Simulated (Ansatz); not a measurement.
Hf$_{2}$Au:
```yaml
crystal:
  lattice:
    - [-1.60486, 1.60486, 5.77500]
    - [1.60486, -1.60486, 5.77500]
    - [1.60486, 1.60486, -5.77500]
  atoms:
    - { symbol: Hf, position: [0.33805, 0.33805, 0.00000] }
    - { symbol: Hf, position: [0.66195, 0.66195, 0.00000] }
    - { symbol: Au, position: [0.00000, 0.00000, 0.00000] }
```

Relaxed with PBEsol. Special points in fractions of this cell's reciprocal vectors: Γ (0.000, 0.000, 0.000); X (0.000, 0.000, 0.500); P (0.250, 0.250, 0.250); N (0.000, 0.500, 0.000); M (0.500, 0.500, -0.500); S (0.269, 0.731, -0.269); S0 (-0.269, 0.269, 0.269); R (-0.039, 0.039, 0.500); G (0.500, 0.500, -0.039).

List the band energies nearest the Fermi level at these points for DFT-PBEsol in the program Ansatz with PAW potentials.

In eV from the Fermi level; about four levels below and three above (degenerate sets whole), none deeper than 8.9 eV; points with the same levels are listed once.

```
k                          below           above
-  -----------------------------  --------------
Γ        -4.21 -3.87 -1.87 -1.33  0.98 2.25 2.25
X        -2.15 -1.97 -1.04 -0.67  1.19 2.22 4.51
P        -2.62 -1.99 -1.81 -1.81  0.41 0.41 2.54
N        -4.02 -2.57 -1.62 -0.92  0.07 0.71 1.09
M  -4.69 -4.69 -4.20 -1.37 -0.59  0.37 1.38 1.38
S        -2.23 -1.98 -0.64 -0.33  0.60 1.35 1.38
R        -2.09 -2.04 -1.18 -0.73  1.16 2.43 4.52
```

Space group I4/mmm (MoSi2 or CaC2 type). The workflow started from an entry of the Crystallography Open Database (COD). Its standing as an ambient phase is unchecked. Symmetry was held in the PBEsol relaxation; its stability against distortions is not shown here. No spin polarisation was allowed. Spin–orbit coupling is left out wherever it is not named.

Potentials: the later of the program's two PAW sets.
